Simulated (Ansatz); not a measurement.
The start is a relaxed Cu2O cell displaced along its unstable phonon at q = (0, 0, ½) of its primitive reciprocal cell (311i cm⁻¹), largest move 0.15 Å. A full variable-cell relaxation at zero pressure is run with PBE (plane waves to 420 eV, PAW, scalar-relativistic; Ansatz, a quantum-chemistry and plane-wave program). The first steps use a coarse 10×10×7 k-mesh.

Input geometry:
```yaml
crystal:
  lattice:
    - [3.95812, 0.00000, 0.00000]
    - [-1.97906, 3.42783, 0.00000]
    - [0.00000, 0.00000, 4.97088]
  atoms:
    - { symbol: O, position: [0.02188, 0.04376, 0.00000] }
    - { symbol: O, position: [0.97812, 0.95624, 0.50000] }
    - { symbol: Cu, position: [0.33333, 0.66667, 0.25000] }
    - { symbol: Cu, position: [0.33333, 0.66667, 0.75000] }
    - { symbol: Cu, position: [0.66667, 0.33333, 0.25000] }
    - { symbol: Cu, position: [0.66667, 0.33333, 0.75000] }
```

How much energy is released per atom?

0.54 eV/atom.

How does the volume per atom move from start to end?

+4.1 %, from 11.24 to 11.70 Å³/atom.

Does it find its way back to the structure it was made from?

It does not go back: it reaches Cmcm (No. 63), 0.56 eV/atom below the parent.

How do the shortest distances between atoms change?

The closest pairs of elements (up to four, under 3.6 Å), start → end: Cu–O 2.47 → 2.06 Å; Cu–Cu 2.29 → 2.42 Å; O–O 2.50 → 2.75 Å.

Give the final cell and atomic positions.


Space group Cmcm (No. 63); a = 2.7483 Å, b = 10.0326 Å, c = 5.0915 Å, α = β = γ = 90.00°

```csv
atom,site,symmetry,x,y,z
O,4c,m2m,0.0000,0.1963,0.2500
Cu,8f,m..,0.0000,0.3793,0.0125
```
(The calculation used a cell of 6 atoms; values per cell refer to that cell.)

Final values are on a 17×17×9 k-mesh of the relaxed cell. No spin polarisation in the result. No Hubbard U is applied.

The run could not lose the symmetry of its start: the end is stationary, and may be a saddle point rather than a minimum.

The relaxed structure here is a generated cell of Cu2O: the first start was made by placing the elements on the sites of a structure type, and the end was not matched to a known phase here, so it may be hypothetical. Known forms of Cu2O include space group No. 224.
